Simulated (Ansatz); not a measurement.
CdTe (rock salt, Fm-3m) at seven volumes, plane-wave PAW PBEsol (Ansatz code), scaled uniformly. One row is withheld.

```tsv
V (Å³/atom)	P (GPa)
24.541	6.67
25.350	4.04
26.159	1.84
26.968	0.00
27.777	-1.54
28.586	-2.84
29.395	?
```

Q: Fit the shown pressures and predict the withheld one.

A: Third-order Birch–Murnaghan: P = (3/2)B₀(x^(7/2) − x^(5/2))[1 + (3/4)(B′ − 4)(x − 1)] with x = (V₀/V)^(2/3). Least squares on the six rows gives V₀ = 26.968 Å³/atom, B₀ = 56.14 GPa, B′ = 4.89. At V = 29.395, x = 0.9442 and P = -3.92 GPa. The run itself gave -3.91 GPa.

This is a known high-pressure phase of the composition, computed here at zero pressure and temperature. The PBEsol relaxation kept the symmetry of its start; its stability against distortions is not shown here. Spin–orbit coupling is left out wherever it is not named.

Potentials: the earlier of the program's two PAW sets. The files were generated under PBE; for other functionals the program regenerates the frozen cores, and for LDA and PBEsol the local potential too.
